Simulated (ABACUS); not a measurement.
Set-up for a self-consistent single point of InAs (F-43m, 2 atoms in the cell; from Materials Project mp-20305, changed as shown).

```
CELL_PARAMETERS angstrom
      0.00000     3.03307     3.03307
      3.03307     0.00000     3.03307
      3.03307     3.03307     0.00000
ATOMIC_POSITIONS crystal
  In 0.75000 0.75000 0.75000
  As 0.00000 0.00000 0.00000
```

Level of theory: PBEsol, numerical atomic orbitals TZP (confined pseudo-atomic orbitals with Gaussian additions; energy shift 0.003 Ry), PseudoDojo 0.4 standard norm-conserving PBEsol (tails mended) pseudopotentials (ABACUS 3.10.1).

ABACUS settings:

| key | value |
|---|---|
| basis | TZP numerical atomic orbitals, energy shift 0.003 Ry |
| KPT | Gamma 8 8 8 0 0 0 |
| basis_type | lcao |
| dft_functional | PBESOL |
| ecutwfc | 100 Ry |
| smearing_method | fd |
| smearing_sigma | 0.00367493 Ry |
| potentials | PseudoDojo 0.4 standard norm-conserving PBEsol (tails mended) |
| symmetry | 1 |
| ks_solver | genelpa |
| scf_nmax | 100 |
| scf_thr | 1.0e-06 |
| mixing_type | pulay |

Results:

```
Item                                                     Result
------------------------------------------------  -------------
Number of valence electrons                                  28
Number of bands                                              24
Number of k-points after the program's reduction             29
Size of the basis                                            68
Number of SCF iterations                                      8
Free energy E − TS                                -4686.9121 eV
Fermi level (on the code's own zero)                    7.88 eV
Pressure                                               1.14 GPa
```

Stress (GPa, positive for compression):
```
1.14  0.00  0.00
0.00  1.14  0.00
0.00  0.00  1.14
```

For comparison: a first run was changed to give this one (volume scaled by 0.98), and from it to this one the free energy goes up by 1.9 meV/atom and the pressure goes from -0.04 to 1.14 GPa.

The atom-centred basis is finite, which shifts total energies and pressures against plane waves. The structure comes from a collection of computed structures, made at another level of theory; the collection holds predicted forms beside known ones.

Cost on one core: about 27 core-seconds (a rough figure).

The atomic orbitals were generated for these runs; they are not ABACUS's published sets and were checked against plane waves on a few crystals only.

“Tails mended”: in these copies of the files the far tail of each local potential was reset to the Coulomb form.
